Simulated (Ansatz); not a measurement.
K2CO3 (space group C2/c)

```yaml
crystal:
  lattice:
    - [2.78823, -4.98410, 0.00000]
    - [2.78823, 4.98410, 0.00000]
    - [-1.22927, 0.00000, 6.68393]
  atoms:
    - { symbol: K, position: [0.33493, 0.66507, 0.25000] }
    - { symbol: K, position: [0.66507, 0.33493, 0.75000] }
    - { symbol: K, position: [0.00000, 0.00000, 0.00000] }
    - { symbol: K, position: [0.00000, 0.00000, 0.50000] }
    - { symbol: C, position: [0.33163, 0.66837, 0.75000] }
    - { symbol: C, position: [0.66837, 0.33163, 0.25000] }
    - { symbol: O, position: [0.77862, 0.57126, 0.18978] }
    - { symbol: O, position: [0.22138, 0.42874, 0.81022] }
    - { symbol: O, position: [0.42874, 0.22138, 0.31022] }
    - { symbol: O, position: [0.57126, 0.77862, 0.68978] }
    - { symbol: O, position: [0.79833, 0.20167, 0.25000] }
    - { symbol: O, position: [0.20167, 0.79833, 0.75000] }
```

The slice is a (001) plane (indices of the conventional cell) through the point (0.000, 0.000, 0.500) (fractional), spanned by u = [110] and v = [1 -1 0] in vectors of this cell: u (5.58 Å) and v (9.97 Å, at 90° to u). It covers one period; positions are fractions (u, v).

The numbers are results of PBEsol (plane waves to 420 eV, PAW, scalar-relativistic; Ansatz, a quantum-chemistry and plane-wave program), not measurements. k mesh 6×6×4. Inside the PAW spheres the values are not all-electron values, and peaks at nuclei hang on which shells count as valence. K2CO3 was relaxed with its symmetry unable to fall. This is one of several known forms of K2CO3; the measured ambient cells at hand have space group No. 14.

Task: Sketch the electrostatic potential energy of an electron, from the cell's mean on this plane as a map.

Result: 
```
|xx .*%@@@@@%*. x|
|   =#%%@@@@@#=  |
| :=*#%%%%%%@%#=:|
|**#%%%##%%%@%%#*|
|%%%%%%###%%@@%%%|
|%%%%%%%##%%%@@%%|
|%%%%%%%%%%%%@%%%|
|##%%%%%%%%%@@%%%|
|###%%%%%%%%%@@%%|
|%##%%%#***#%%@%%|
|%%%%#*=: :=#%@%%|
|@@%%#=     =#@@@|
|@@@%*. xxx .*%@@|
|@@@%*  xxx  *%@@|
|@@@%*. xxx .*%@@|
|@@@@#=     =#%%@|
|%%%@%#=: :=*#%%%|
|%%%@%%#***#%%%##|
|#%%@@%%%%%%%%%##|
|#%%%@@%%%%%%%%%#|
|%%%%@%%%%%%%%%%%|
|%%%@@%%%##%%%%%%|
|%%%%@@%%###%%%%%|
|**#%%@%%%##%%%#*|
| :=#%@%%%%%%#*=:|
|   =#@@@@@%%#=  |
|xx .*%@@@@@%*. x|
|xx  *%@@@@@%*  x|
```
Scale: ten equal steps from -2.00 (start of ' ') to 6.95 (end of '@'), in the order ' .:-=+*#%@'. Values: electrostatic potential energy of an electron, from the cell's mean, in eV. The map has 16 points along u (one character each, u = 0 at the left) and 28 along v (v = 0 in the bottom row). Points within 0.5 Å of a nucleus are blanked (x), as the pseudised field means little there. Values under -2 eV are set to -2. The zero, the cell's mean, hangs on the PAW cores.
